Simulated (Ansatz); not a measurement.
Input, command and steps of an Ansatz relaxation.

```yaml
crystal:
  lattice:
    - [16.75446008, 0.0, 0.0]
    - [0.0, 3.39205627, 0.0]
    - [0.0, 0.0, 7.93228258]
  atoms:
    - { symbol: Nb, position: [0.77388289, 0.25, 0.32690554] }
    - { symbol: Nb, position: [0.22611711, 0.75, 0.67309446] }
    - { symbol: Nb, position: [0.72611711, 0.75, 0.82690554] }
    - { symbol: Nb, position: [0.27388289, 0.25, 0.17309446] }
    - { symbol: Nb, position: [0.59487219, 0.25, 0.33529654] }
    - { symbol: Nb, position: [0.40512781, 0.75, 0.66470346] }
    - { symbol: Nb, position: [0.90512781, 0.75, 0.83529654] }
    - { symbol: Nb, position: [0.09487219, 0.25, 0.16470346] }
    - { symbol: P, position: [0.68528916, 0.75, 0.15350928] }
    - { symbol: P, position: [0.31471084, 0.25, 0.84649072] }
    - { symbol: P, position: [0.81471084, 0.25, 0.65350928] }
    - { symbol: P, position: [0.18528916, 0.75, 0.34649072] }
    - { symbol: P, position: [0.81496455, 0.25, 0.00296439] }
    - { symbol: P, position: [0.18503545, 0.75, 0.99703561] }
    - { symbol: P, position: [0.68503545, 0.75, 0.50296439] }
    - { symbol: P, position: [0.31496455, 0.25, 0.49703561] }
    - { symbol: P, position: [0.04001689, 0.25, 0.46306256] }
    - { symbol: P, position: [0.95998311, 0.75, 0.53693744] }
    - { symbol: P, position: [0.45998311, 0.75, 0.96306256] }
    - { symbol: P, position: [0.54001689, 0.25, 0.03693744] }
    - { symbol: P, position: [0.38519008, 0.75, 0.18393934] }
    - { symbol: P, position: [0.61480992, 0.25, 0.81606066] }
    - { symbol: P, position: [0.11480992, 0.25, 0.68393934] }
    - { symbol: P, position: [0.88519008, 0.75, 0.31606066] }
    - { symbol: P, position: [0.97760149, 0.75, 0.12134628] }
    - { symbol: P, position: [0.02239851, 0.25, 0.87865372] }
    - { symbol: P, position: [0.52239851, 0.25, 0.62134628] }
    - { symbol: P, position: [0.47760149, 0.75, 0.37865372] }
basis:
  ecutwfc: 500
kpoints:
  mp_grid: { grid: [2, 10, 6] }
hamiltonian:
  xc: r2scan
scf:
  occupations: { method: gaussian, width: 0.1 }
output:
  forces: true
  stress: true
  eigenvalues: true
  write_density: true
  write_potential: true
  elf: true
  volumetric_format: npy
relax:
  adjacent_minimum: "off"
  f_tol: 0.005
  max_steps: 80
  cell: { stress_tol: 0.05 }
```

```bash
ansatz run input.yaml --threads 4 --pin off --max-ram 10240MiB --backend cpu --events-out ev --progress --plain --runs-dir out
```

Level of theory: DFT r2SCAN, scalar-relativistic, plane waves, PAW (Ansatz).

Of 7 frames 6 are shown, positions in Å and forces in eV/Å; the SCF threshold varies from step to step. Steps run on the plane waves of an earlier cell, with a Pulay correction in the pressure. The basis is chosen afresh for the last frame, the zero of the energies, and at times for earlier ones too; energy and pressure can step there, also at an unchanged geometry. Where two frames share a geometry here, they differ by under 2 meV/atom and 0.3 GPa. The mark taken_back stands on steps that the optimiser undid.

```xyz
28
Lattice="16.7545 0.0000 0.0000 0.0000 3.3921 0.0000 0.0000 0.0000 7.9323" Properties=species:S:1:pos:R:3:forces:R:3 pbc="T T T" step=1 free_energy_over_end_meV_per_atom=0.57 pressure_GPa=-0.74
Nb   12.9660    0.8480    2.5931   -0.0882    0.0000   -0.0119
Nb    3.7885    2.5440    5.3392    0.0882    0.0000    0.0119
Nb   12.1657    2.5440    6.5592    0.0882    0.0000   -0.0119
Nb    4.5888    0.8480    1.3730   -0.0882    0.0000    0.0119
Nb    9.9668    0.8480    2.6597    0.0751    0.0000    0.0200
Nb    6.7877    2.5440    5.2726   -0.0751    0.0000   -0.0200
Nb   15.1649    2.5440    6.6258   -0.0751    0.0000    0.0200
Nb    1.5895    0.8480    1.3065    0.0751    0.0000   -0.0200
P    11.4817    2.5440    1.2177   -0.0051    0.0000    0.0470
P     5.2728    0.8480    6.7146    0.0051    0.0000   -0.0470
P    13.6500    0.8480    5.1838    0.0051    0.0000    0.0470
P     3.1044    2.5440    2.7485   -0.0051    0.0000   -0.0470
P    13.6543    0.8480    0.0235    0.0151    0.0000   -0.0570
P     3.1002    2.5440    7.9088   -0.0151    0.0000    0.0570
P    11.4774    2.5440    3.9897   -0.0151    0.0000   -0.0570
P     5.2771    0.8480    3.9426    0.0151    0.0000    0.0570
P     0.6705    0.8480    3.6731    0.0538    0.0000   -0.1449
P    16.0840    2.5440    4.2591   -0.0538    0.0000    0.1449
P     7.7068    2.5440    7.6393   -0.0538    0.0000   -0.1449
P     9.0477    0.8480    0.2930    0.0538    0.0000    0.1449
P     6.4537    2.5440    1.4591   -0.1917    0.0000    0.0174
P    10.3008    0.8480    6.4732    0.1917    0.0000   -0.0174
P     1.9236    0.8480    5.4252    0.1917    0.0000    0.0174
P    14.8309    2.5440    2.5071   -0.1917    0.0000   -0.0174
P    16.3792    2.5440    0.9626    0.0883    0.0000   -0.1129
P     0.3753    0.8480    6.9697   -0.0883    0.0000    0.1129
P     8.7525    0.8480    4.9287   -0.0883    0.0000   -0.1129
P     8.0020    2.5440    3.0036    0.0883    0.0000    0.1129
28
Lattice="16.6633 0.0000 0.0000 0.0000 3.3799 0.0000 0.0000 0.0000 7.9066" Properties=species:S:1:pos:R:3:forces:R:3 pbc="T T T" step=2 free_energy_over_end_meV_per_atom=0.97 pressure_GPa=1.11 taken_back
Nb   12.8690    0.8450    2.5832    0.2858    0.0000   -0.0019
Nb    3.7943    2.5349    5.3234   -0.2858    0.0000    0.0019
Nb   12.1260    2.5349    6.5365   -0.2858    0.0000   -0.0019
Nb    4.5373    0.8450    1.3701    0.2858    0.0000    0.0019
Nb    9.9195    0.8450    2.6542   -0.2072    0.0000   -0.0417
Nb    6.7437    2.5349    5.2524    0.2072    0.0000    0.0417
Nb   15.0754    2.5349    6.6074    0.2072    0.0000   -0.0417
Nb    1.5879    0.8450    1.2991   -0.2072    0.0000    0.0417
P    11.4071    2.5349    1.2063    0.0188    0.0000    0.0017
P     5.2562    0.8450    6.7003   -0.0188    0.0000   -0.0017
P    13.5879    0.8450    5.1596   -0.0188    0.0000    0.0017
P     3.0754    2.5349    2.7470    0.0188    0.0000   -0.0017
P    13.5882    0.8450    0.0300   -0.0204    0.0000    0.0080
P     3.0750    2.5349    7.8766    0.0204    0.0000   -0.0080
P    11.4067    2.5349    3.9833    0.0204    0.0000    0.0080
P     5.2566    0.8450    3.9233   -0.0204    0.0000   -0.0080
P     0.6753    0.8450    3.6575   -0.0621    0.0000   -0.0136
P    15.9880    2.5349    4.2491    0.0621    0.0000    0.0136
P     7.6563    2.5349    7.6107    0.0621    0.0000   -0.0136
P     9.0070    0.8450    0.2958   -0.0621    0.0000    0.0136
P     6.3964    2.5349    1.4564    0.0189    0.0000   -0.0124
P    10.2669    0.8450    6.4502   -0.0189    0.0000    0.0124
P     1.9352    0.8450    5.4096   -0.0189    0.0000   -0.0124
P    14.7280    2.5349    2.4969    0.0189    0.0000    0.0124
P    16.2883    2.5349    0.9583    0.0288    0.0000   -0.0637
P     0.3750    0.8450    6.9482   -0.0288    0.0000    0.0637
P     8.7066    0.8450    4.9116   -0.0288    0.0000   -0.0637
P     7.9566    2.5349    2.9950    0.0288    0.0000    0.0637
28
Lattice="16.7299 0.0000 0.0000 0.0000 3.3858 0.0000 0.0000 0.0000 7.9164" Properties=species:S:1:pos:R:3:forces:R:3 pbc="T T T" step=3 free_energy_over_end_meV_per_atom=0.03 pressure_GPa=0.03
Nb   12.9382    0.8465    2.5861    0.0293    0.0000   -0.0040
Nb    3.7917    2.5394    5.3303   -0.0293    0.0000    0.0040
Nb   12.1567    2.5394    6.5443   -0.0293    0.0000   -0.0040
Nb    4.5732    0.8465    1.3721    0.0293    0.0000    0.0040
Nb    9.9549    0.8465    2.6556   -0.0077    0.0000   -0.0121
Nb    6.7750    2.5394    5.2608    0.0077    0.0000    0.0121
Nb   15.1400    2.5394    6.6138    0.0077    0.0000   -0.0121
Nb    1.5899    0.8465    1.3026   -0.0077    0.0000    0.0121
P    11.4606    2.5394    1.2133    0.0021    0.0000    0.0092
P     5.2693    0.8465    6.7031   -0.0021    0.0000   -0.0092
P    13.6342    0.8465    5.1715   -0.0021    0.0000    0.0092
P     3.0957    2.5394    2.7449    0.0021    0.0000   -0.0092
P    13.6369    0.8465    0.0232    0.0048    0.0000   -0.0089
P     3.0930    2.5394    7.8932   -0.0048    0.0000    0.0089
P    11.4580    2.5394    3.9814   -0.0048    0.0000   -0.0089
P     5.2719    0.8465    3.9350    0.0048    0.0000    0.0089
P     0.6734    0.8465    3.6630   -0.0052    0.0000   -0.0462
P    16.0565    2.5394    4.2534    0.0052    0.0000    0.0462
P     7.6916    2.5394    7.6212    0.0052    0.0000   -0.0462
P     9.0383    0.8465    0.2952   -0.0052    0.0000    0.0462
P     6.4342    2.5394    1.4586   -0.0622    0.0000   -0.0074
P    10.2957    0.8465    6.4578    0.0622    0.0000    0.0074
P     1.9307    0.8465    5.4168    0.0622    0.0000   -0.0074
P    14.7992    2.5394    2.4996   -0.0622    0.0000    0.0074
P    16.3565    2.5394    0.9578    0.0396    0.0000   -0.0641
P     0.3734    0.8465    6.9586   -0.0396    0.0000    0.0641
P     8.7383    0.8465    4.9160   -0.0396    0.0000   -0.0641
P     7.9916    2.5394    3.0004    0.0396    0.0000    0.0641
28
Lattice="16.7229 0.0000 0.0000 0.0000 3.3884 0.0000 0.0000 0.0000 7.9151" Properties=species:S:1:pos:R:3:forces:R:3 pbc="T T T" step=4 free_energy_over_end_meV_per_atom=0.00 pressure_GPa=0.01
Nb   12.9350    0.8471    2.5830   -0.0099    0.0000    0.0068
Nb    3.7879    2.5413    5.3321    0.0099    0.0000   -0.0068
Nb   12.1493    2.5413    6.5406    0.0099    0.0000    0.0068
Nb    4.5736    0.8471    1.3745   -0.0099    0.0000   -0.0068
Nb    9.9518    0.8471    2.6522    0.0043    0.0000    0.0135
Nb    6.7711    2.5413    5.2630   -0.0043    0.0000   -0.0135
Nb   15.1325    2.5413    6.6097   -0.0043    0.0000    0.0135
Nb    1.5904    0.8471    1.3054    0.0043    0.0000   -0.0135
P    11.4578    2.5413    1.2117   -0.0047    0.0000   -0.0067
P     5.2651    0.8471    6.7034    0.0047    0.0000    0.0067
P    13.6266    0.8471    5.1692    0.0047    0.0000   -0.0067
P     3.0963    2.5413    2.7459   -0.0047    0.0000    0.0067
P    13.6327    0.8471    0.0200   -0.0044    0.0000   -0.0015
P     3.0902    2.5413    7.8952    0.0044    0.0000    0.0015
P    11.4517    2.5413    3.9775    0.0044    0.0000   -0.0015
P     5.2712    0.8471    3.9376   -0.0044    0.0000    0.0015
P     0.6718    0.8471    3.6618    0.0218    0.0000   -0.0029
P    16.0511    2.5413    4.2533   -0.0218    0.0000    0.0029
P     7.6897    2.5413    7.6194   -0.0218    0.0000   -0.0029
P     9.0332    0.8471    0.2958    0.0218    0.0000    0.0029
P     6.4296    2.5413    1.4597    0.0144    0.0000    0.0049
P    10.2933    0.8471    6.4554   -0.0144    0.0000   -0.0049
P     1.9318    0.8471    5.4173   -0.0144    0.0000    0.0049
P    14.7911    2.5413    2.4978    0.0144    0.0000   -0.0049
P    16.3538    2.5413    0.9510   -0.0201    0.0000    0.0092
P     0.3691    0.8471    6.9641    0.0201    0.0000   -0.0092
P     8.7305    0.8471    4.9085    0.0201    0.0000    0.0092
P     7.9924    2.5413    3.0066   -0.0201    0.0000   -0.0092
28
Lattice="16.7351 0.0000 0.0000 0.0000 3.3857 0.0000 0.0000 0.0000 7.9164" Properties=species:S:1:pos:R:3:forces:R:3 pbc="T T T" step=5 free_energy_over_end_meV_per_atom=-0.02 pressure_GPa=-0.02
Nb   12.9437    0.8464    2.5848    0.0083    0.0000   -0.0010
Nb    3.7913    2.5393    5.3316   -0.0083    0.0000    0.0010
Nb   12.1589    2.5393    6.5429   -0.0083    0.0000   -0.0010
Nb    4.5762    0.8464    1.3734    0.0083    0.0000    0.0010
Nb    9.9591    0.8464    2.6541   -0.0027    0.0000   -0.0001
Nb    6.7760    2.5393    5.2622    0.0027    0.0000    0.0001
Nb   15.1435    2.5393    6.6123    0.0027    0.0000   -0.0001
Nb    1.5916    0.8464    1.3041   -0.0027    0.0000    0.0001
P    11.4655    2.5393    1.2130    0.0013    0.0000   -0.0038
P     5.2695    0.8464    6.7033   -0.0013    0.0000    0.0038
P    13.6371    0.8464    5.1712   -0.0013    0.0000   -0.0038
P     3.0980    2.5393    2.7452    0.0013    0.0000    0.0038
P    13.6417    0.8464    0.0210    0.0007    0.0000    0.0028
P     3.0934    2.5393    7.8954   -0.0007    0.0000   -0.0028
P    11.4609    2.5393    3.9792   -0.0007    0.0000    0.0028
P     5.2741    0.8464    3.9372    0.0007    0.0000   -0.0028
P     0.6732    0.8464    3.6617    0.0004    0.0000    0.0028
P    16.0619    2.5393    4.2546   -0.0004    0.0000   -0.0028
P     7.6943    2.5393    7.6199   -0.0004    0.0000    0.0028
P     9.0408    0.8464    0.2964    0.0004    0.0000   -0.0028
P     6.4347    2.5393    1.4591    0.0001    0.0000    0.0024
P    10.3004    0.8464    6.4572   -0.0001    0.0000   -0.0024
P     1.9328    0.8464    5.4173   -0.0001    0.0000    0.0024
P    14.8023    2.5393    2.4990    0.0001    0.0000   -0.0024
P    16.3642    2.5393    0.9523   -0.0018    0.0000    0.0000
P     0.3708    0.8464    6.9640    0.0018    0.0000    0.0000
P     8.7384    0.8464    4.9105    0.0018    0.0000    0.0000
P     7.9967    2.5393    3.0058   -0.0018    0.0000    0.0000
28
Lattice="16.7351 0.0000 0.0000 0.0000 3.3848 0.0000 0.0000 0.0000 7.9166" Properties=species:S:1:pos:R:3:forces:R:3 pbc="T T T" step=7 free_energy_over_end_meV_per_atom=0.00 pressure_GPa=0.00
Nb   12.9442    0.8462    2.5843    0.0030    0.0000   -0.0005
Nb    3.7909    2.5386    5.3323   -0.0030    0.0000    0.0005
Nb   12.1584    2.5386    6.5427   -0.0030    0.0000   -0.0005
Nb    4.5767    0.8462    1.3740    0.0030    0.0000    0.0005
Nb    9.9591    0.8462    2.6539    0.0000    0.0000    0.0009
Nb    6.7760    2.5386    5.2628    0.0000    0.0000   -0.0009
Nb   15.1435    2.5386    6.6122    0.0000    0.0000    0.0009
Nb    1.5915    0.8462    1.3044    0.0000    0.0000   -0.0009
P    11.4657    2.5386    1.2124    0.0011    0.0000   -0.0011
P     5.2693    0.8462    6.7043   -0.0011    0.0000    0.0011
P    13.6369    0.8462    5.1707   -0.0011    0.0000   -0.0011
P     3.0982    2.5386    2.7460    0.0011    0.0000    0.0011
P    13.6416    0.8462    0.0207    0.0009    0.0000    0.0008
P     3.0935    2.5386    7.8959   -0.0009    0.0000   -0.0008
P    11.4610    2.5386    3.9790   -0.0009    0.0000    0.0008
P     5.2741    0.8462    3.9376    0.0009    0.0000   -0.0008
P     0.6732    0.8462    3.6621    0.0031    0.0000    0.0014
P    16.0619    2.5386    4.2545   -0.0031    0.0000   -0.0014
P     7.6943    2.5386    7.6204   -0.0031    0.0000    0.0014
P     9.0407    0.8462    0.2962    0.0031    0.0000   -0.0014
P     6.4351    2.5386    1.4597   -0.0015    0.0000    0.0003
P    10.3000    0.8462    6.4569    0.0015    0.0000   -0.0003
P     1.9325    0.8462    5.4180    0.0015    0.0000    0.0003
P    14.8026    2.5386    2.4986   -0.0015    0.0000   -0.0003
P    16.3642    2.5386    0.9520    0.0008    0.0000    0.0001
P     0.3709    0.8462    6.9646   -0.0008    0.0000   -0.0001
P     8.7384    0.8462    4.9103   -0.0008    0.0000    0.0001
P     7.9967    2.5386    3.0063    0.0008    0.0000   -0.0001
```

It took 8 min on 4 threads of Oxide Virtual Turin-like Processor (Zen 5), with other jobs on the host, peak memory 4.3 GiB.